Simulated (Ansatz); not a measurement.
Ag:
```cif
data_Ag4
_chemical_formula_sum 'Ag4'
_space_group_name_H-M_alt 'I41/amd :1'
_space_group_IT_number 141
_space_group_name_Hall 'I 4bw 2bw -1bw'
_cell_length_a 5.19780
_cell_length_b 5.19780
_cell_length_c 2.72373
_cell_angle_alpha 90.000
_cell_angle_beta 90.000
_cell_angle_gamma 90.000
loop_
_atom_site_label
_atom_site_type_symbol
_atom_site_symmetry_multiplicity
_atom_site_Wyckoff_symbol
_atom_site_fract_x
_atom_site_fract_y
_atom_site_fract_z
_atom_site_occupancy
Ag1 Ag 4 a 0.00000 0.00000 0.00000 1
```
(The calculation used a cell of 2 atoms; values per cell refer to that cell.)

Relaxed with PBEsol.

Q: Decompose the optical modes at the zone centre into irreducible representations, and say which are infrared and Raman allowed.

A: Point group 4/mmm: Γ_opt = B1g + Eg. Infrared: none. Raman: B1g, Eg.

Q: Assign frequencies (DFPT, PBEsol in the plane-wave PAW code Ansatz).

A: B1g 20, Eg 177 cm⁻¹.

Subscripts of B labels follow the axes of the standard setting.

Space group I4_1/amd (β-Sn type). The start of the workflow was typed in or built on a structure type; neither database checked (COD, Materials Project) lists it. It is not the phase usual at ambient conditions (space group No. 225). The cell was relaxed with PBEsol under the symmetry of its start; its stability against distortions is not shown here. No spin polarisation was allowed. As this level gives no gap, phonon frequencies hold no LO–TO term and depend on the k-mesh and smearing (Fermi–Dirac, 0.1 eV here).

Potentials: the later of the program's two PAW sets.
